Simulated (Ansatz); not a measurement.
Given:

LiCl (rock salt, space group No. 225), a = b = c = 5.115 Å, α = β = γ = 90.00°; the cell used has 2 atoms.

This is the HSE06-relaxed structure.

**Question.** All from HSE06 in the plane-wave PAW code Ansatz, unless another level is named. Give the band gap.

**Answer.** 7.77 eV (smallest direct gap 7.78 eV).

**Question.** Give the valence-band maximum.

**Answer.** on the K–Γ line, 83 % of the way from K.

**Question.** And the conduction-band minimum?

**Answer.** at Γ.

Space group Fm-3m (rock salt). Symmetry was held in the HSE06 relaxation. The hybrid was solved on a coarse mesh, the path and, where they were found, the r²SCAN edge points; its band edges are the extreme levels among these.

Potentials: the earlier of the program's two PAW sets. The files were generated under PBE; for other functionals the program regenerates the frozen cores, and for LDA and PBEsol the local potential too.
